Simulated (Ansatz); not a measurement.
SiSnGeC:
```cif
data_C3Ge3Si3Sn3
_chemical_formula_sum 'C3 Si3 Ge3 Sn3'
_space_group_name_H-M_alt 'R3m :H'
_space_group_IT_number 160
_space_group_name_Hall 'R 3 -2"'
_cell_length_a 3.76956
_cell_length_b 3.76956
_cell_length_c 18.55937
_cell_angle_alpha 90.000
_cell_angle_beta 90.000
_cell_angle_gamma 120.000
loop_
_atom_site_label
_atom_site_type_symbol
_atom_site_symmetry_multiplicity
_atom_site_Wyckoff_symbol
_atom_site_fract_x
_atom_site_fract_y
_atom_site_fract_z
_atom_site_occupancy
C1 C 3 a 0.00000 0.00000 0.00891 1
Si1 Si 3 a 0.00000 0.00000 0.11114 1
Ge1 Ge 3 a 0.00000 0.00000 0.49324 1
Sn1 Sn 3 a 0.00000 0.00000 0.63671 1
```
(The calculation used a cell of 4 atoms; values per cell refer to that cell.)

Relaxed at zero pressure with DFT-PBE in the program Ansatz with PAW potentials.

Q: The volume is lowered by 6 % and shape and atoms relax at that volume. What pressure results, and how do the axes share the change?

A: 6.2 GPa; a -2.1 %, b -2.1 %, c -1.9 %; the energy rises by 21 meV/atom.

Q: Give the new structure.

A: 
Space group R3m, hexagonal axes (No. 160); a = b = 3.6905 Å, c = 18.2010 Å, α = β = 90.00°, γ = 120.00°

| atom | site | symmetry | x | y | z |
|---|---|---|---|---|---|
| C | 3a | 3m | 0.0000 | 0.0000 | 0.9918 |
| Si | 3a | 3m | 0.0000 | 0.0000 | 0.8887 |
| Ge | 3a | 3m | 0.0000 | 0.0000 | 0.5060 |
| Sn | 3a | 3m | 0.0000 | 0.0000 | 0.3635 |

The phase is kept; no other phase was compared at this pressure.

The start of the workflow was typed in or built on a structure type; neither database checked (COD, Materials Project) lists it. Its standing as an ambient phase is unchecked. The cell was relaxed with PBE under the symmetry of its start; its stability against distortions is not shown here. The volume moved by 26 % from the start of the relaxation. Its formation energy is positive at this level, so the cell may be metastable or incomplete. Scalar-relativistic: spin–orbit coupling is off unless named, which matters more the heavier the elements.

Potentials: the earlier of the program's two PAW sets.
